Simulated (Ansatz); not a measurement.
RuSi (FeSi type, space group P2_13)

```
RuSi
1.0
    4.70473     0.00000     0.00000
    0.00000     4.70473     0.00000
    0.00000     0.00000     4.70473
Ru Si
4 4
Cartesian
  0.60887   0.60887   0.60887
  2.96123   1.74350   4.09586
  4.09586   2.96123   1.74350
  1.74350   4.09586   2.96123
  3.94074   3.94074   3.94074
  1.58837   3.11636   0.76399
  0.76399   1.58837   3.11636
  3.11636   0.76399   1.58837
```

The volume is varied about the relaxed value V₀ at fixed cell shape. The atoms relax within the cell's symmetry.

Calculation: r2SCAN (plane waves to 500 eV, PAW, scalar-relativistic; Ansatz, a program for electronic structure). k mesh 10×10×10 (Γ-centred), Fermi-Dirac smearing 0.05 eV. Energies are smeared free energies. Compression counts positive. RuSi is run without spin polarisation. RuSi was relaxed with its symmetry unable to fall. ΔE is measured from the relaxed starting cell. The last digit holds for this mesh only.

```csv
V (Å³/atom),ΔE (meV/atom)
10.934,withheld
11.351,197.9
11.767,103.2
12.184,42.6
12.601,9.9
13.017,0.0
13.434,8.6
13.850,32.2
14.267,68.0
14.683,113.7
15.100,167.2
```

Question: Fit a third-order Birch-Murnaghan form (E₀, V₀, B₀, B₀′ free) to the given rows and predict ΔE at V = 10.934.

Answer: Least squares on the 10 given rows: ΔE = E₀ + (9V₀B₀/16)·y²·[2 + (B₀′ − 4)y], y = (V₀/V)^(2/3) − 1, with V₀ = 13.018 Å³/atom, B₀ = 221.3 GPa (160.2 GPa = 1 eV/Å³; the term in eV is multiplied by 1000), B₀′ = 5.45, E₀ = 0.03 meV/atom; root-mean-square residual 0.05 meV/atom. At 10.934 the fit gives 335.3 meV/atom; the calculation gives 334.0 meV/atom, so the extrapolation is off by 1.3 (+0.4 %). For the pressure the fit gives 62.1 GPa against the computed 61.4 GPa.

(Under strain, the slope of the energy per volume gives the stress and its curvature an elastic modulus.)
